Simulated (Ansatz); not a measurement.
# CdAgF4 (P4/mmm) at 2 levels of theory

One geometry, relaxed with PBE; plane waves with PAW potentials in Ansatz, scalar-relativistic. Collinear spin in the rows PBE; the others have none, so their zero moments are imposed. Gaps are the least over mesh and band path; pressure is positive in compression.

```
Cd Ag F
1.0
     3.88603    0.00000    0.00000
     0.00000    3.88603    0.00000
     0.00000    0.00000    5.45362
Cd Ag F
1 1 4
Direct
  0.00000 0.00000 0.00000
  0.50000 0.50000 0.50000
  0.50000 0.00000 0.24954
  0.00000 0.50000 0.75046
  0.50000 0.00000 0.75046
  0.00000 0.50000 0.24954
```

```json
{"level": "PBE", "cutoff (eV)": "420", "k mesh": "10×10×8", "gap (eV)": "0", "pressure (GPa)": "0.0", "largest moment (μB)": "0.54"}
```

Task: What comes out on the same cell with r2SCAN?

Result:
```json
{"level": "r2SCAN", "cutoff (eV)": "500", "k mesh": "10×10×8", "gap (eV)": "0", "pressure (GPa)": "-5.1", "largest moment (μB)": "0.00"}
```

Spin polarisation was left out for CdAgF4 (a zero moment there is imposed), and a magnetic state may lie lower.

The cell was found from a structure generator's guess, not taken from experiment.
